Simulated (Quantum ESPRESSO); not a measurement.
# Strain and stress in HfTaTiF3O5

The results below are calculated, not measured. They come from pw.x of Quantum ESPRESSO 7.5, a plane-wave density functional program, with PseudoDojo standard norm-conserving files (v0.5 for PBE, v0.4.1 for LDA and PBEsol). The cells are made up: elements, strain and atom displacements were drawn at random, and nothing was relaxed. There is no spin polarisation, spin-orbit coupling or dispersion term.

The hafnium file is less sure than the others, with forces about 3 percent (worst 6) and pressure in oxides about 1.5 GPa (worst 2.7) from a second method in checks, which no rerun with the same files tests.

The cell has 12 sites of a fluorite lattice. Sites 1 to 4 hold Hf Ta empty Ti; sites 5 to 12 hold F O O F O O O F. Cell vectors in Å: (5.051, 0.080, -0.020); (0.080, 4.931, -0.029); (-0.020, -0.029, 5.029). Settings: PBE, cutoff 1143 eV, 4 x 5 x 5 k mesh shifted by half a step, Fermi-Dirac smearing of 0.025 eV.

Each run adds a strain along z to one cell, with the atoms carried along; the vectors above are those of run 3. Stress is positive in tension and P is minus a third of its trace. E is the free energy for each atom above the lowest run shown. The last column is band 45 less band 44 at Gamma, from a band step after each run.

```
run  strain (%)  s_xx (GPa)  s_yy (GPa)  s_zz (GPa)  s_xy (GPa)  P (GPa)  E (meV/atom)  level step at Gamma (eV)
  1       -1.40       10.56        0.14        5.42       -0.26    -5.37          0.00                     0.628
  2       -1.19       10.70        0.31        6.30       -0.31    -5.77          0.88                     0.625
  4        0.40       11.67        1.50       12.64       -0.60    -8.60         11.60                     0.595
  5        0.78       11.87        1.76       14.08       -0.67    -9.24         15.18                     0.587
  6        1.22       12.10        2.05       15.72       -0.74    -9.95         19.85                     0.577
  7        2.39       12.66        2.76       19.88       -0.94   -11.77         34.61                     0.548
  3        0.06           ?           ?           ?           ?        ?             ?                         ?
```

A rerun of one of these cells at 1437 eV and k mesh 6 x 7 x 7 moved values by no more than 0.003 eV in the cell's energy, 0.04 GPa in stress and 0.006 eV/Å in force.

## Worked fit

A parabola through the six runs shown gives s_zz = 11.09 + 3.91 e - 0.098 e² GPa, with e in per cent and a scatter of 0.01 GPa. The slope is a stiffness of 391 ± 1 GPa for each unit of this strain at e = 0. The atoms are clamped, and relaxing them would in general lower it. The error is the larger of the fit's own and the change that a cubic makes, rounded up.

## Withheld run

Question: what s_zz should run 3 give?

The fit gives 11.32 GPa. The calculation gave 11.33 GPa.

```
run,strain (%),s_xx (GPa),s_yy (GPa),s_zz (GPa),s_xy (GPa),P (GPa),E (meV/atom),level step at Gamma (eV)
3,0.06,11.47,1.26,11.33,-0.54,-8.02,8.71,0.603
```